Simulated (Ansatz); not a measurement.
Q: Each is relaxed and computed with r²SCAN (plane waves, PAW; program Ansatz). Which is the only one with a gap?
(A) NaCl, rock salt
(B) TiC, rock salt
(C) CeSb, rock salt
(D) GePd, rock salt

A: A, NaCl, rock salt. NaCl: gap 5.97 eV (direct); CeSb: metal; TiC: metal; GePd: metal. Caveat: open 4f shells can settle in a state that is not the lowest. Spin orders computed, not proven ground states: CeSb, rock salt ferromagnetic. Constructed cells (a structure type filled with these elements, in neither database checked): GePd, rock salt. Standing as an ambient phase not checked: CeSb, rock salt. Unstable at this level: GePd, rock salt. All cells were relaxed under the symmetry of their starts (and spin orders); stability against distortions was not tested throughout. Rows with no word on spin ran without spin polarisation. No Hubbard U is applied. Spin–orbit coupling is left out wherever it is not named.

Potentials: the later of the program's two PAW sets.
